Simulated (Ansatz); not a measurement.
Polymorphs of ZrAl$_{3}$, each relaxed with PBEsol (plane waves, PAW; program Ansatz):

A: I4/mmm
a = 3.9854 Å, b = 3.9854 Å, c = 17.1747 Å, α = 90.00°, β = 90.00°, γ = 90.00°

```
atom  site  symmetry       x       y       z
----  ----  --------  ------  ------  ------
Al      4c      mmm.  0.0000  0.5000  0.0000
Al      4d      -4m2  0.0000  0.5000  0.2500
Al      4e       4mm  0.0000  0.0000  0.3746
Zr      4e       4mm  0.0000  0.0000  0.1188
```

B: Cu3Au type (Pm-3m)
a = 4.0711 Å, b = 4.0711 Å, c = 4.0711 Å, α = 90.00°, β = 90.00°, γ = 90.00°

```json
[
 {"atom": "Zr", "site": "1a", "symmetry": "m-3m", "x": "0.0000", "y": "0.0000", "z": "0.0000"},
 {"atom": "Al", "site": "3c", "symmetry": "4/mm.m", "x": "0.0000", "y": "0.5000", "z": "0.5000"}
]
```

### Question
Order them by energy per atom at 0 K (lowest first) at the level PBEsol.

### Answer
A (+0 meV/atom), B (+24 meV/atom)

Standing as an ambient phase not checked: A; B. Perhaps ordered models of mixed-site phases: B. All cells were relaxed under the symmetry of their starts (and spin orders); stability against distortions was not tested throughout. Rows with no word on spin ran without spin polarisation. Spin–orbit coupling is left out wherever it is not named.

Energies hold the estimated change up to a 700 eV cutoff; steps of a few meV lie near the error of the meshes.

Potentials: the later of the program's two PAW sets.
